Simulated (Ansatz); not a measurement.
BeS:
```yaml
crystal:
  lattice:
    - [3.43404, 0.00000, 0.00000]
    - [-1.71702, 2.97397, 0.00000]
    - [0.00000, 0.00000, 5.66121]
  atoms:
    - { symbol: Be, position: [0.33333, 0.66667, 0.99947] }
    - { symbol: S, position: [0.66667, 0.33333, 0.12553] }
    - { symbol: Be, position: [0.66667, 0.33333, 0.49947] }
    - { symbol: S, position: [0.33333, 0.66667, 0.62553] }
```

Relaxed with r²SCAN. Independent-particle spectrum: no excitons, no local fields, no scissors shift; 0.1 eV broadening; ε₁ of the summed bands alone.

Task: Tabulate the dielectric function from the program Ansatz at the r²SCAN level (PAW).

Result: 

| E (eV) | ε₁ xx | ε₂ xx | ε₁ zz | ε₂ zz |
|---|---|---|---|---|
| 0.0 | 5.15 | 0.00 | 5.25 | 0.00 |
| 0.3 | 5.16 | 0.00 | 5.26 | 0.00 |
| 0.6 | 5.17 | 0.00 | 5.28 | 0.00 |
| 0.9 | 5.20 | 0.00 | 5.31 | 0.00 |
| 1.2 | 5.25 | 0.00 | 5.35 | 0.00 |
| 1.5 | 5.30 | 0.00 | 5.41 | 0.00 |
| 1.8 | 5.37 | 0.00 | 5.48 | 0.00 |
| 2.1 | 5.45 | 0.00 | 5.57 | 0.00 |
| 2.4 | 5.56 | 0.00 | 5.68 | 0.00 |
| 2.7 | 5.68 | 0.00 | 5.82 | 0.00 |
| 3.0 | 5.83 | 0.00 | 5.97 | 0.00 |
| 3.3 | 6.00 | 0.00 | 6.16 | 0.00 |
| 3.6 | 6.21 | 0.00 | 6.39 | 0.00 |
| 3.9 | 6.46 | 0.00 | 6.67 | 0.00 |
| 4.2 | 6.76 | 0.00 | 7.01 | 0.00 |
| 4.5 | 7.14 | 0.00 | 7.43 | 0.00 |
| 4.8 | 7.61 | 0.00 | 7.97 | 0.00 |
| 5.1 | 8.23 | 0.00 | 8.70 | 0.00 |
| 5.4 | 9.07 | 0.00 | 9.75 | 0.00 |
| 5.7 | 10.39 | 0.04 | 11.47 | 0.00 |
| 6.0 | 12.51 | 0.79 | 15.48 | 1.43 |
| 6.3 | 14.32 | 2.17 | 16.30 | 7.61 |
| 6.6 | 18.95 | 4.19 | 14.90 | 10.18 |
| 6.9 | 21.11 | 18.61 | 13.10 | 16.08 |
| 7.2 | 5.51 | 22.61 | 6.46 | 19.19 |
| 7.5 | 1.69 | 15.43 | 0.22 | 16.21 |
| 7.8 | 1.28 | 13.71 | 0.34 | 10.58 |
| 8.1 | -0.94 | 15.03 | 0.43 | 14.42 |
| 8.4 | -3.32 | 11.32 | -3.22 | 11.67 |
| 8.7 | -3.30 | 10.32 | -3.85 | 9.56 |
| 9.0 | -4.33 | 8.85 | -4.09 | 7.81 |
| 9.3 | -4.37 | 6.68 | -3.37 | 6.35 |
| 9.6 | -3.75 | 5.67 | -3.05 | 5.95 |
| 9.9 | -3.49 | 5.05 | -3.39 | 5.69 |
| 10.2 | -3.28 | 4.57 | -3.47 | 4.66 |
| 10.5 | -3.17 | 4.03 | -3.40 | 3.71 |
| 10.8 | -2.90 | 3.54 | -2.42 | 3.58 |
| 11.1 | -2.79 | 3.31 | -2.81 | 3.77 |
| 11.4 | -2.67 | 2.75 | -2.90 | 3.04 |
| 11.7 | -2.33 | 2.59 | -2.67 | 2.52 |
| 12.0 | -2.17 | 2.40 | -2.27 | 2.15 |

Task: From ε at 5.9 eV (xx: 11.76 + 0.35i), find n, k, the normal reflectivity and the absorption coefficient.

Result: n = 3.43, k = 0.052, R = 30 %, α = 2kE/ħc = 31000 cm⁻¹.

With all bands, ε∞ without local fields is 5.17 (xx = yy), 5.27 (zz).

Space group P6_3mc (wurtzite). The start of the workflow was typed in or built on a structure type; neither database checked (COD, Materials Project) lists it. COD files the formula under space group No. 216, so this cell is another polymorph or a model. Its standing as an ambient phase is unchecked. The r²SCAN relaxation kept the symmetry of its start; whether a distortion lowers the energy is not shown.

Potentials: the later of the program's two PAW sets.
